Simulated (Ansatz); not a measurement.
Input for Ansatz (plane-wave DFT, PAW):

```yaml
crystal:
  lattice:
    - [-4.315054128, 4.315054128, 2.0340897994]
    - [4.315054128, -4.315054128, 2.0340897994]
    - [4.315054128, 4.315054128, -2.0340897994]
  atoms:
    - { symbol: Bi, position: [0.8458426114, 0.3477626309, 0.1929161015] }
    - { symbol: Bi, position: [0.1548465293, 0.6529265098, 0.8070838985] }
    - { symbol: Bi, position: [0.3470734902, 0.1541573886, 0.5019200195] }
    - { symbol: Bi, position: [0.6522373691, 0.8451534707, 0.4980799805] }
basis:
  ecutwfc: 420
kpoints:
  mp_grid: { grid: [10, 10, 10] }
hamiltonian:
  xc: pbesol
scf:
  occupations: { method: gaussian, width: 0.1 }
output:
  forces: true
  stress: true
  eigenvalues: true
```

Command:
```bash
ansatz run input.yaml --threads 1 --pin off --max-ram 1331MiB --backend cpu --events-out ev --progress --plain --runs-dir out
```

The calculation used DFT PBEsol, scalar-relativistic, plane waves, PAW (Ansatz).

Part of what the program printed, abridged:

```
Pseudopotentials: kind: paw
Pseudopotential: Bi, paw, valence charge 15, recommended cutoff 420 eV (normal)
Functional definition: PBEsol
Crystal: 4 atoms, lattice volume = 151.497 Å³
Basis set: ecut = 420 eV, 2915 PW (Γ), exchange–correlation on 90×90×90 points (8 copies of the dense FFT grid, shifted against one another)
Bands: 36, of which v1, the nominal top of the filled ones, is band 30 counted from 1 (29 counted from 0)
Symmetry: 4 space group operations
Space group: I-4 (ITA 82), of the structure as read, at distance tolerance 5.3e-5 Å
k-points: 144 of 1000 (time reversal used)
Initial density: superposition of atomic densities (neutral atoms: chi_scale 0, normalization atom), corrected by the library's trained network
Initial wavefunctions: pseudopotential atomic-orbital guess
Functional: x = pbesol(κ = 0.804, μ = 0.12345679), c = pbesol(β = 0.046)
SCF iter   1: F=—  HF=-48967.076103 eV  |F-HF|=—  |Δ(HF+E_count)|=         —  Δρ=1.94e-3  dr2=4.25e-3  ethr=1.77e-3  ⟨swp⟩=6.7  Hψ=21471  notcnv=0
SCF iter   2: F=—  HF=-48967.077982 eV  |F-HF|=—  |Δ(HF+E_count)|=   1.88e-3  Δρ=8.99e-4  dr2=1.16e-3  ethr=7.09e-6  ⟨swp⟩=2.4  Hψ=10785  notcnv=0
SCF iter   3: F=—  HF=-48967.077610 eV  |F-HF|=—  |Δ(HF+E_count)|=   3.73e-4  Δρ=2.40e-4  dr2=9.53e-5  ethr=1.93e-6  ⟨swp⟩=2.0  Hψ=9351  notcnv=0
SCF iter   4: F=—  HF=-48967.077485 eV  |F-HF|=—  |Δ(HF+E_count)|=   1.25e-4  Δρ=6.60e-5  dr2=6.63e-6  ethr=1.59e-7  ⟨swp⟩=2.0  Hψ=9358  notcnv=0
SCF iter   5: F=—  HF=-48967.077486 eV  |F-HF|=—  |Δ(HF+E_count)|=   8.81e-7  Δρ=1.63e-5  dr2=4.48e-7  ethr=1.10e-8  ⟨swp⟩=2.0  Hψ=9369  notcnv=0
SCF iter   6: F=-48967.077486 eV  HF=-48967.077486 eV  |F-HF|=2.84e-10  |Δ(HF+E_count)|=   1.70e-7  Δρ=3.68e-6  dr2=4.53e-8  ethr=1.67e-10  ⟨swp⟩=8.9  Hψ=24273  notcnv=0
SCF 1 converged in 6 iterations: F = -48967.077486 eV  dr2 = 4.53e-8
SCF converged after 6 iterations
Free energy (F): -48967.077486 eV
Harris-Foulkes:  -48967.077486 eV  (|F-HF|=2.84e-10)
Internal energy: -48967.058355 eV  (E = F + TS)
E sigma→0 (E₀):  -48967.067921 eV
Entropy (-TS):   -0.019130 eV (-4.783 meV/atom)
Fermi energy:    8.646045 eV
--- Per-component energies (eV) ---
  E_band       = -502.662640
  E_kinetic    = 1211.346949
  E_local      = -7080.963210  (includes V_loc(G=0)·N_el)
  E_nonlocal   = 2246.533249
  E_hartree    = 2422.700372
  E_xc         = -600.777838
  E_vxc        = -576.179951  (∫ρ·V_xc dr)
  E_paw        = -42037.970796  (= ΣΔE_a)
  E_vpaw       = -1148.811111  (= ΣTr[D̂ρ^β])
  E_aug_tail   = -0.001858  (compensation charges beyond the density's cutoff)
  E_ewald      = -5128.284232
  E_core_change = 0.359009  (= ΣΔE_core)
  E_smearing   = -0.019130  (= −TS)
--- Forces (eV/Å), atoms counted from 1 ---
  atom   1  Bi     0.34466888     0.34576817    -0.00179163
  atom   2  Bi    -0.34466888    -0.34576817    -0.00179163
  atom   3  Bi    -0.34576817     0.34466888     0.00179163
  atom   4  Bi     0.34576817    -0.34466888     0.00179163
--- Stress (GPa, compression-positive) ---
       -0.255232       0.000000       0.000000
        0.000000      -0.255232       0.000000
        0.000000       0.000000       1.645903
  P = ⅓ Tr σ = 0.3785 GPa (3.785 kbar)
--- Band table (eV; the first three rows and the last of 144) ---
  k-point 0: bands = ["-14.2649", "-14.2649", "-14.1799", "-14.1791", "-14.1767", "-14.1767", "-14.1326", "-14.0910", "-14.0910", "-14.0835", "-14.0515", "-14.0319", "-14.0212", "-14.0212", "-14.0024", "-14.0024", "-14.0024", "-13.9919", "-13.9702", "-13.8452", "-4.6322", "-2.1981", "-0.9522", "-0.9522", "4.2029", "7.1607", "7.1640", "7.1640", "8.3010", "8.3010", "8.5811", "8.6655", "11.5298", "11.5298", "11.5596", "12.4274"]
  k-point 1: bands = ["-14.2665", "-14.2654", "-14.1870", "-14.1772", "-14.1757", "-14.1682", "-14.1348", "-14.0999", "-14.0929", "-14.0740", "-14.0478", "-14.0445", "-14.0291", "-14.0066", "-14.0047", "-14.0024", "-13.9957", "-13.9886", "-13.9721", "-13.8476", "-4.6014", "-2.3100", "-0.9480", "-0.8945", "4.3115", "6.7014", "7.1011", "7.6528", "8.0369", "8.2991", "8.5899", "9.0069", "11.2929", "11.5216", "11.9467", "12.4971"]
  k-point 2: bands = ["-14.2707", "-14.2667", "-14.1937", "-14.1728", "-14.1720", "-14.1575", "-14.1404", "-14.1107", "-14.0965", "-14.0610", "-14.0569", "-14.0425", "-14.0417", "-14.0112", "-14.0025", "-13.9872", "-13.9847", "-13.9796", "-13.9773", "-13.8548", "-4.5117", "-2.5768", "-0.9372", "-0.7776", "4.6167", "6.3074", "6.9418", "7.7274", "8.1216", "8.2943", "8.5828", "9.5456", "11.2056", "11.5319", "12.4157", "12.6656"]
  k-point 143: bands = ["-14.3433", "-14.2106", "-14.1728", "-14.1540", "-14.1530", "-14.1382", "-14.1382", "-14.1251", "-14.1169", "-14.1169", "-14.0564", "-14.0564", "-14.0533", "-14.0328", "-13.9851", "-13.9851", "-13.9851", "-13.9500", "-13.9019", "-13.9019", "-3.2718", "-3.2718", "-3.1109", "0.8489", "4.7179", "6.6618", "7.1566", "7.1566", "8.3731", "9.8116", "10.1590", "10.2464", "10.2464", "11.1421", "11.1421", "12.2741"]
```

The run converged.

Spin–orbit coupling is left out, which can shift energies with elements as heavy as these.